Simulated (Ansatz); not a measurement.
PbO2 (rutile): an Ansatz output whose functional has been blanked. The cell was relaxed with r2SCAN and then strained (uniaxial +1.0 % along z, other directions held), with the atoms relaxed again with r2SCAN; k points keep the names of the unstrained zone.

```
Pb O
1.0
     4.98385    0.00000    0.00000
     0.00000    4.98385    0.00000
     0.00000    0.00000    3.44170
Pb O
2 4
Cartesian
  0.0000 0.0000 0.0000
  2.4919 2.4919 1.7208
  1.5328 1.5328 0.0000
  0.9591 4.0247 1.7208
  4.0247 0.9591 1.7208
  3.4510 3.4510 0.0000
```

```
Crystal: 6 atoms, lattice volume = 85.487 Å³
Basis set: ecut = 500 eV, 2161 PW (Γ)
Bands: 62, of which v1, the nominal top of the filled ones, is band 52 counted from 1 (51 counted from 0)
Symmetry: 16 space group operations + 16 with time reversal
Magnetic group: BNS 136.496 (UNI 1156)
k-points: 50 of 288
preconditioner: auto → Resta (q_TF=auto, 2.511 Å⁻¹)  ε∞=4.1  [σ=0.020 eV  ℏωp=29.0 eV]
SCF converged after 8 iterations
Free energy (F): -26044.063604 eV
Internal energy: -26044.063412 eV  (E = F + TS)
E sigma→0 (E₀):  -26044.063508 eV
Entropy (-TS):   -0.000192 eV (-0.032 meV/atom)
Fermi energy:    7.371733 eV
--- Forces (eV/Å), atoms counted from 1 ---
  atom   1  Pb      0.00000      0.00000      0.00000
  atom   2  Pb      0.00000      0.00000      0.00000
  atom   3  O       0.00876      0.00876      0.00000
  atom   4  O     -0.00876      0.00876      0.00000
  atom   5  O       0.00876    -0.00876      0.00000
  atom   6  O     -0.00876    -0.00876      0.00000
--- Stress (GPa, compression-positive) ---
       -1.589031       0.000000       0.000000
        0.000000      -1.589031       0.000000
        0.000000       0.000000      -3.392490
  P = ⅓ Tr σ = -2.1902 GPa (-21.902 kbar)
--- Band table (eV; the first three rows and the last of 50) ---
  k-point 0: bands = […, 6.7570, 6.7570, 6.7835, 6.7835, 6.8405, 6.8405, 6.8836, 6.8836, 7.4026, 7.4026, 12.0431, 12.0431, 13.2635, 13.2635, …]
  k-point 1: bands = […, 6.3168, 6.3168, 6.8596, 6.8596, 6.8617, 6.8617, 7.3026, 7.3026, 7.8510, 7.8510, 12.1657, 12.1657, 13.8108, 13.8108, …]
  k-point 2: bands = […, 5.7605, 5.7605, 6.7854, 6.7854, 6.8068, 6.8068, 7.0268, 7.0268, 9.4004, 9.4004, 12.3068, 12.3068, 15.0020, 15.0020, …]
  k-point 49: bands = […, 6.6773, 6.6773, 6.6773, 6.6773, 6.8138, 6.8138, 6.8138, 6.8138, 10.6358, 10.6358, 10.6358, 10.6358, 16.0669, 16.0669, …]
```

The file bands.tsv (bands near the Fermi energy, numbered from 0, rounded):
```tsv
# k_distance	band_42	band_43	band_44	band_45	band_46	band_47	band_48	band_49	band_50	band_51	band_52	band_53	band_54	band_55	band_56	band_57	band_58	band_59
# fermi_ev = 7.371733
# [0, 0, 0] at k_distance = 0.000000
# [0, 0.5, 0] at k_distance = 0.630355
# [0.5, 0.5, 0] at k_distance = 1.260710
# [0, 0, 0.5] at k_distance = 2.536604
# [0, 0.5, 0.5] at k_distance = 3.166959
# [0.5, 0.5, 0.5] at k_distance = 3.797314
# [-0.074707, -0.074707, 0.084147] at k_distance = 5.072568
# [-0.095215, -0.095215, -0.060221] at k_distance = 5.338651
# levels_relative_to = fermi_ev
0.000	-0.658	-0.658	-0.615	-0.615	-0.588	-0.588	-0.531	-0.531	-0.488	-0.488	0.031	0.031	4.671	4.671	5.892	5.892	6.553	6.553
0.630	-1.313	-1.313	-0.599	-0.599	-0.599	-0.599	-0.386	-0.386	-0.386	-0.386	2.788	2.788	2.788	2.788	6.770	6.770	6.770	6.770
1.261	-1.562	-1.562	-0.622	-0.622	-0.622	-0.622	-0.510	-0.510	-0.510	-0.510	3.208	3.208	3.208	3.208	7.033	7.033	7.033	7.033
2.537	-1.930	-1.930	-1.154	-1.154	-1.154	-1.154	-0.827	-0.827	-0.827	-0.827	4.200	4.200	4.200	4.200	9.111	9.111	9.111	9.111
3.167	-1.081	-1.081	-0.814	-0.814	-0.806	-0.806	-0.121	-0.121	-0.117	-0.117	4.520	4.520	4.532	4.532	7.248	7.248	8.237	8.237
3.797	-1.674	-1.674	-0.694	-0.694	-0.694	-0.694	-0.558	-0.558	-0.558	-0.558	3.264	3.264	3.264	3.264	8.695	8.695	8.695	8.695
5.073	-0.872	-0.872	-0.840	-0.840	-0.573	-0.573	-0.506	-0.506	-0.043	-0.043	0.236	0.236	4.649	4.649	6.214	6.214	6.849	6.849
5.339	-0.813	-0.813	-0.739	-0.739	-0.606	-0.606	-0.511	-0.511	-0.047	-0.047	0.211	0.211	4.564	4.564	6.134	6.134	6.748	6.748
```
In order the rows are Γ, X, M, Z, R, A, (-0.075, -0.075, 0.084), (-0.095, -0.095, -0.060).

**Question.** Which level of theory was used?
A. HSE06+SOC
B. PBE+SOC
C. PBE
D. r2SCAN+SOC

**Answer.** D. r2SCAN+SOC. The cutoff of 500 eV is the one that these potentials recommend for a meta-GGA. There is no exchange loop, so no exact exchange. Each band holds one electron and the count is doubled, so the run is non-collinear with spin-orbit coupling. The r2SCAN+SOC gap is indirect, 0.07 eV (k = (-0.075, -0.075, 0.084) to Γ), below the direct gap of 0.26 eV at k = (-0.095, -0.095, -0.060). (This is within a few times the smearing of 0.02 eV, so the filling near the edges can be smeared.) The log narrows the family; the member has to be judged from the numbers.

It took 42 s on 1 × NVIDIA H100 80GB HBM3 with 2 threads of AMD EPYC 7R13 Processor (Zen 3) (shared host), load about 0.7 per core; peak host memory 1.3 GiB.

The values are computed, non-magnetic, and not measurements.

Gaps or overlaps of about a tenth of an eV are at the limit of these meshes: between the points read a gap can be smaller or closed.

Small gaps with spin-orbit coupling can be splittings of inverted bands, not the fundamental gap; semilocal functionals often invert bands that the real crystal keeps in order.
